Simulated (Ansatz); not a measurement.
RbCl (rock salt), conventional cell a = 6.698 Å, b = 6.698 Å, c = 6.698 Å, α = 90.00°, β = 90.00°, γ = 90.00°. The calculation uses the primitive cell of 2 atoms, to which meshes and values per cell refer.

The relaxed cell is deformed in two ways at once: its volume V is scaled, and at that volume it is stretched along z (the c axis of the conventional cell) so that c/a changes. Fractional atomic positions are held.

These are PBE (plane waves to 420 eV, PAW, scalar-relativistic; Ansatz, a first-principles code) values and carry that method's errors. k mesh 9×9×9 (Γ-centred), Fermi-Dirac smearing 0.05 eV. Compression counts positive. RbCl was relaxed with its symmetry unable to fall.

Changes of σzz (GPa) from the point V/V₀ = 1.000, (c/a)/(c/a)₀ = 1.000 when one coordinate moves alone (two changes are said to add if the coupling is within 5 % of the smaller one, nearly so within 20 %):

```json
[
 {"point": "V/V₀ = 1.000, (c/a)/(c/a)₀ = 0.880", "change": "3.935"},
 {"point": "V/V₀ = 1.000, (c/a)/(c/a)₀ = 0.940", "change": "1.435"},
 {"point": "V/V₀ = 0.920, (c/a)/(c/a)₀ = 1.000", "change": "1.459"},
 {"point": "V/V₀ = 0.960, (c/a)/(c/a)₀ = 1.000", "change": "0.642"},
 {"point": "V/V₀ = 1.040, (c/a)/(c/a)₀ = 1.000", "change": "-0.506"},
 {"point": "V/V₀ = 1.080, (c/a)/(c/a)₀ = 1.000", "change": "-0.905"},
 {"point": "V/V₀ = 1.000, (c/a)/(c/a)₀ = 1.060", "change": "-0.778"},
 {"point": "V/V₀ = 1.000, (c/a)/(c/a)₀ = 1.120", "change": "-1.156"}
]
```

Problem. What is the change at V/V₀ = 0.960, (c/a)/(c/a)₀ = 0.880, where both move, and how far is it from the sum?

Solution. The sum of the single changes is 0.642 + (3.935) = 4.577; the calculation gives 5.419, so the coupling contributes 0.842 (over 20 % of the smaller single change, not additive).

Problem. What is the change at V/V₀ = 1.040, (c/a)/(c/a)₀ = 1.060, where both move, and how far is it from the sum?

Solution. The sum of the single changes is -0.506 + (-0.778) = -1.284; the calculation gives -1.099, so the coupling contributes 0.185 (over 20 % of the smaller single change, not additive).

Problem. Do the two effects add at V/V₀ = 0.920, (c/a)/(c/a)₀ = 0.940? Give the computed change.

Solution. The sum of the single changes is 1.459 + (1.435) = 2.894; the calculation gives 3.642, so the coupling contributes 0.748 (over 20 % of the smaller single change, not additive).

(Under strain, the slope of the energy per volume gives the stress and its curvature an elastic modulus.)
